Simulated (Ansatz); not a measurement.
SrPt$_{2}$ (cubic Laves (MgCu2 type), space group No. 227), r²SCAN in the plane-wave PAW code Ansatz, all energies at zero smearing, with the estimated change up to a 700 eV cutoff added, with one set of potentials and settings (totals compare only within such a set). Cell of 6 atoms (2 Sr, 4 Pt): -57263.080 eV.

```json
[
 {"element": "Sr", "reference phase": "P6_3/mmc, 2 atoms in the cell", "E (eV/atom)": "-3555.1144"},
 {"element": "Pt", "reference phase": "Fm-3m, 1 atoms in the cell", "E (eV/atom)": "-12536.7848"}
]
```

Formation energy per atom, worked out: (-57263.080 − 2×(-3555.1144) − 4×(-12536.7848))/6 = -0.952 eV/atom (-92 kJ per mol of atoms), at 0 K, without zero-point energy or fitted corrections.

Space group Fd-3m (cubic Laves (MgCu2 type)). The first step of the workflow began from a Materials Project structure, measured or hypothetical; the Crystallography Open Database copy checked does not list it. Its standing as an ambient phase is unchecked. The cell was relaxed with r²SCAN under the symmetry of its start; its stability against distortions is not shown here. No spin polarisation was allowed. The references are the lowest solids computed at this level, not always the standard phases. Spin–orbit coupling is left out wherever it is not named.

Potentials: the later of the program's two PAW sets.
